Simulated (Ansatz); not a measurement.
One crystal and one scan (energy against volume) at two levels, r2SCAN (plane waves to 500 eV, PAW, scalar-relativistic; Ansatz, a first-principles code) and PBE (plane waves to 420 eV, PAW, scalar-relativistic; Ansatz), each from its own relaxed cell and on its own mesh. The cell shown is that of r2SCAN.

Mg (hcp, Mg type)

```yaml
crystal:
  lattice:
    - [3.17453, 0.00000, 0.00000]
    - [-1.58726, 2.74922, 0.00000]
    - [0.00000, 0.00000, 5.18496]
  atoms:
    - { symbol: Mg, position: [0.33333, 0.66667, 0.75000] }
    - { symbol: Mg, position: [0.66667, 0.33333, 0.25000] }
```

E(V) scan at fixed shape, V₀ the volume above. Symmetry pins the atoms to their sites.

Energies are smeared free energies. Mg was relaxed with its symmetry unable to fall. The PAW data are Ansatz's earlier set. With the shape held, the modulus is that of even scaling; a crystal free to change shape is softer. Percentages come from the unrounded values. Both scans cover V/V₀ from 0.840 to 1.160.

Results of r2SCAN:

```
Item                                                                         Result
---------------------------------------------------------------------------  ------
Lattice constant a (Å)                                                        3.175
Lattice constant c (Å)                                                        5.185
Relaxed volume (Å³/atom)                                                      22.63
Pressure at the smallest volume (GPa)                                           9.6
Energy cost of the largest compression (meV/atom)                                94
Energy cost of the largest expansion (meV/atom)                                  56
Bulk modulus at fixed cell shape B₀ (third-order Birch-Murnaghan fit) (GPa)    39.5
Pressure for 5 % compression (fit) (GPa)                                        2.2
```

Problem. What does PBE give for the same quantities?

Solution. 
| quantity | PBE | r2SCAN − PBE |
|---|---|---|
| Lattice constant a (Å) | 3.186 | -0.011 (-0.4 %) |
| Lattice constant c (Å) | 5.223 | -0.038 (-0.7 %) |
| Relaxed volume (Å³/atom) | 22.96 | -0.33 (-1.5 %) |
| Pressure at the smallest volume (GPa) | 8.9 | +0.7 (+8 %) |
| Energy cost of the largest compression (meV/atom) | 88 | +6 (+7 %) |
| Energy cost of the largest expansion (meV/atom) | 51 | +5 (+9 %) |
| Bulk modulus at fixed cell shape B₀ (third-order Birch-Murnaghan fit) (GPa) | 35.9 | +3.6 (+9.9 %) |
| Pressure for 5 % compression (fit) (GPa) | 2.0 | +0.2 |

r2SCAN gives the higher value for: pressure at the smallest volume; energy cost of the largest compression; energy cost of the largest expansion; bulk modulus at fixed cell shape B₀. r2SCAN gives the lower value for: lattice constant a; lattice constant c; relaxed volume. Neither level is exact: the differences show how much the result hangs on the functional.

(Under strain, the slope of the energy per volume gives the stress and its curvature an elastic modulus.)
